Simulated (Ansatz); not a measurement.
ZrO2 (fluorite)

```xyz
3
Lattice="0.0000 2.5447 2.5447 2.5447 0.0000 2.5447 2.5447 2.5447 0.0000" Properties=species:S:1:pos:R:3 pbc="T T T"
Zr     0.0000     0.0000     0.0000
O      1.2723     1.2723     1.2723
O      3.8170     3.8170     3.8170
```

This relaxed cell (volume V₀) is scaled evenly in all directions, its shape held. Symmetry pins the atoms to their sites.

Computed with r2SCAN (plane waves to 500 eV, PAW, scalar-relativistic; Ansatz, a first-principles code). k mesh 12×12×12 (Γ-centred), Fermi-Dirac smearing 0.05 eV. Energies are smeared free energies. Compression counts positive. This is a high-temperature form of ZrO2. ZrO2 is run without spin polarisation. ZrO2 was relaxed with its symmetry unable to fall. ΔE is measured from the relaxed starting cell.

```csv
V (Å³/atom),ΔE (meV/atom)
10.326,35.3
10.458,22.1
10.590,12.2
10.721,5.3
10.853,1.3
10.985,0.0
11.117,1.2
11.249,4.9
11.380,withheld
11.512,18.7
11.644,28.7
```

Question: Fit a third-order Birch-Murnaghan form (E₀, V₀, B₀, B₀′ free) to the given rows and predict ΔE at V = 11.380.

Answer: Least squares on the 10 given rows: ΔE = E₀ + (9V₀B₀/16)·y²·[2 + (B₀′ − 4)y], y = (V₀/V)^(2/3) − 1, with V₀ = 10.986 Å³/atom, B₀ = 257.3 GPa (160.2 GPa = 1 eV/Å³; the term in eV is multiplied by 1000), B₀′ = 4.09, E₀ = -0.01 meV/atom; root-mean-square residual 0.04 meV/atom. At 11.380 the fit gives 10.7 meV/atom; the calculation gives 10.7 meV/atom, the same to the digits shown. For the pressure the fit gives -8.4 GPa against the computed -8.4 GPa.

(Under strain, the slope of the energy per volume gives the stress and its curvature an elastic modulus.)
